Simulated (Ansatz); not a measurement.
# MnSb (P6_3/mmc): electronic heat capacity from the density of states

Method: DFT PBEsol, scalar-relativistic, plane waves, PAW in Ansatz.

Plane waves to 420 eV, a k mesh through Γ of 12×12×8 on the computed 4-atom cell and Gaussian smearing (0.10 eV); collinear spin from starting moments 3.18 3.18 0 0 μB.

Relaxed cell: P6_3/mmc, a = 3.989 Å, b = 3.989 Å, c = 5.460 Å, α = 90.00°, β = 90.00°, γ = 120.00°, 4 atoms in the primitive cell. Whether it is the stable form of this composition wasn't checked.

The density of states at the Fermi level is 3.269 states/eV in the cell of 4 atoms (2 formula units; both spins, tetrahedra on a 18×18×12 mesh). The run ends with a moment of 5.75 μB a cell (largest on a site 2.89 μB), and the figure is for this state; a paramagnetic sample can have a quite different one. Another magnetic order, if the compound takes it, can change N(E_F) and the shape of the cell a good deal, and may open a gap, where γ is close to zero.

Task: What Sommerfeld coefficient does this give?

Result: Per formula unit N(E_F) = 1.634 states/eV. γ = (π²/3) k_B² N(E_F) N_A = 2.357 mJ/(mol K²) per state/eV, so γ = 3.9 mJ/(mol K²), a mole of formula units. This is the bare band result: a measured γ of the same phase and magnetic order is as a rule larger by a factor 1 + λ from phonons and spin fluctuations. N(E_F) at one energy is sensitive to the mesh where the density of states has sharp peaks.

Spin-orbit coupling is left out, which matters for the bands of heavy elements. Only parallel moments were tried here.

Only this magnetic start was tried.

Cost: 1 run of about 1.4 core-minutes, on Intel Xeon 6975P-C (Granite Rapids) (shared hosts).